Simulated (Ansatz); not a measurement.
Ti (hcp, Mg type)

```
CELL_PARAMETERS angstrom
      2.93885     0.00000     0.00000
     -1.46943     2.54512     0.00000
      0.00000     0.00000     4.64996
ATOMIC_POSITIONS crystal
  Ti 0.33333 0.66667 0.75000
  Ti 0.66667 0.33333 0.25000
```

Scan: atom 1 (Ti, nearest neighbour Ti at 2.878 Å; its periodic images, 2.9 Å or more away, move with it) is displaced along Cartesian [111], direction (0.577, 0.577, 0.577) in Cartesian axes, by s. The other atoms stay.

Computed with PBE (plane waves to 420 eV, PAW, scalar-relativistic; Ansatz, a quantum-chemistry and plane-wave program). k mesh 15×15×8 (Γ-centred), Fermi-Dirac smearing 0.05 eV. E stands for the smeared free energy. Left out: 1 of 11 points, with atoms too close for the PAW data. With partly filled bands, energies and forces of such displacements shift with the k mesh and the smearing. The PAW data are Ansatz's earlier set. Ti is run without spin polarisation. Ti was relaxed with its symmetry unable to fall. ΔE is measured from the undisplaced structure.

The scan covers s from -0.464 to 0.580 Å in 10 points.

Task: Is this a single well or a double well?

Result: A single well with its minimum at or next to zero displacement.

Task: Is the energy the same for displacements of ±0.464 Å, and if not, which side lies higher?

Result: Not even: the negative side lies higher at ±0.464 Å. With its periodic images moving along, the atom's site symmetry in this cell is -6m2.

Task: What force acts on the atom along the line at s = -0.464 Å?

Result: 1.14 eV/Å.

Task: What is the force constant k = d²E/ds² of this move at s = 0?

Result: 2.07 eV/Å².

(A displaced cell: forces are minus the slopes of the energy, force constants its curvatures, and phonons follow from these.)
